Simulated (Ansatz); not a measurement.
GaN:
```yaml
crystal:
  lattice:
    - [3.15071, 0.00000, 0.00000]
    - [-1.57536, 2.72860, 0.00000]
    - [0.00000, 0.00000, 15.42785]
  atoms:
    - { symbol: Ga, position: [0.00000, 0.00000, 0.99976] }
    - { symbol: Ga, position: [0.00000, 0.00000, 0.49976] }
    - { symbol: Ga, position: [0.66667, 0.33333, 0.83325] }
    - { symbol: Ga, position: [0.33333, 0.66667, 0.33325] }
    - { symbol: Ga, position: [0.66667, 0.33333, 0.16656] }
    - { symbol: Ga, position: [0.33333, 0.66667, 0.66656] }
    - { symbol: N, position: [0.00000, 0.00000, 0.87465] }
    - { symbol: N, position: [0.00000, 0.00000, 0.37465] }
    - { symbol: N, position: [0.66667, 0.33333, 0.70808] }
    - { symbol: N, position: [0.33333, 0.66667, 0.20808] }
    - { symbol: N, position: [0.66667, 0.33333, 0.04140] }
    - { symbol: N, position: [0.33333, 0.66667, 0.54140] }
```

Relaxed with LDA. Special points in fractions of this cell's reciprocal vectors: Γ (0.000, 0.000, 0.000); M (0.500, 0.000, 0.000); K (0.333, 0.333, 0.000); A (0.000, 0.000, 0.500); L (0.500, 0.000, 0.500); H (0.333, 0.333, 0.500).

List the band energies nearest the valence-band maximum at these points for the program Ansatz at the LDA level (PAW).

In eV from the valence-band maximum; about four levels below and three above (degenerate sets whole), none deeper than 8.9 eV; points with the same levels are listed once.

```tsv
k	below	above
Γ	-0.28 -0.28 -0.02 0.00 0.00	2.01 3.50 3.67
M	-1.57 -1.55 -1.36 -1.03	3.70 4.04 4.67
K	-2.50 -1.91 -1.83 -1.83	5.56 5.56 5.70
A	-0.08 -0.08 -0.08 -0.08	2.64 2.64 4.26 4.26
L	-1.50 -1.50 -1.18 -1.18	3.76 3.76 5.10 5.10
H	-2.18 -2.18 -1.94 -1.94	5.67 5.67 6.04 6.04
```

Space group P6_3mc. A made-up cell: these elements were put on the sites of a structure type. Its sites differ from those of the usual phase in this space group: another stacking or structure type. Symmetry was held in the LDA relaxation; phonons on a q-mesh show no instability. Spin–orbit coupling is left out wherever it is not named.

Potentials: the later of the program's two PAW sets.
